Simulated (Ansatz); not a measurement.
BeTe:
```
BeTe
1.0
    0.00000     2.83191     2.83191
    2.83191     0.00000     2.83191
    2.83191     2.83191     0.00000
Be Te
1 1
Direct
  0.00000   0.00000   0.00000
  0.25000   0.25000   0.25000
```

Relaxed with PBE. Special points in fractions of this cell's reciprocal vectors: Γ (0.000, 0.000, 0.000); X (0.500, 0.000, 0.500); U (0.625, 0.250, 0.625); K (0.375, 0.375, 0.750); L (0.500, 0.500, 0.500); W (0.500, 0.250, 0.750).

Problem. List the band energies nearest the valence-band maximum at these points for the program Ansatz at the PBE level (PAW).

Solution. In eV from the valence-band maximum; about four levels below and three above (degenerate sets whole), none deeper than 8.9 eV; points with the same levels are listed once.

```csv
k,below,above
Γ,0.00 0.00 0.00,3.64 3.64 3.64
X,-5.02 -2.58 -2.58,2.03 2.70 9.63 9.63
U,-4.67 -3.78 -2.17,2.74 5.27 7.85
L,-5.42 -1.10 -1.10,3.04 4.62 4.62
W,-4.50 -3.60 -3.12,5.30 5.54 5.59
```

Space group F-43m (zinc blende). The cell was relaxed with PBE under the symmetry of its start. Scalar-relativistic: spin–orbit coupling is off unless named, which matters more the heavier the elements.

Potentials: the later of the program's two PAW sets.
